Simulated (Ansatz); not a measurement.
Data:

CoSn:
```xyz
6
Lattice="5.2950 0.0000 0.0000 -2.6475 4.5856 0.0000 0.0000 0.0000 4.2329" Properties=species:S:1:pos:R:3 pbc="T T T"
Co    -1.3237     2.2928     0.0000
Co     2.6475     0.0000     0.0000
Co     1.3237     2.2928     0.0000
Sn     2.6475     1.5285     2.1164
Sn     0.0000     3.0571     2.1164
Sn     0.0000     0.0000     0.0000
```

This is the PBE-relaxed structure.

Q: All from PBE in the plane-wave PAW code Ansatz, unless another level is named. Give the formation energy from the elements (no fitted shifts).

A: -0.087 eV/atom.

Q: Predict the density of states at the Fermi level.

A: 0.49 states/eV per atom (mean over ±0.08 eV).

Space group P6/mmm. The cell was relaxed with PBE under the symmetry of its start. No spin polarisation was allowed. The references are the lowest solids computed at this level, not always the standard phases. Scalar-relativistic: spin–orbit coupling is off unless named, which matters more the heavier the elements.

Potentials: the later of the program's two PAW sets.
